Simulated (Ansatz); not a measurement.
Values for one crystal, relaxed and computed with DFT-PBE in the program Ansatz with PAW potentials; other levels are named.

- Volume per atom: 13.04 Å³
- Band gap: 2.16 eV (indirect)
- Electron effective mass, band 2 of 3 at the edge: 0.28 along [100], 0.47 along [110], 0.38 along [111] (mₑ)
- Valence-band maximum: at R
- Conduction-band minimum: at Γ
- Electron effective mass, band 3 of 3 at the edge: 0.28 along [100], 0.28 along [110], 0.38 along [111] (mₑ)
- Pressure derivative B′: 4.5

Problem. Which compound is it?
(A) KTaO3, cubic perovskite
(B) Ga2O3, Pnma (Pearson symbol oP20)
(C) CaF2, fluorite
(D) BaHfO3, cubic perovskite

Solution. A, KTaO3, cubic perovskite

Space group Pm-3m (cubic perovskite). The cell was relaxed with PBE under the symmetry of its start. No spin polarisation was allowed. Spin–orbit coupling is left out wherever it is not named.

Potentials: the later of the program's two PAW sets.
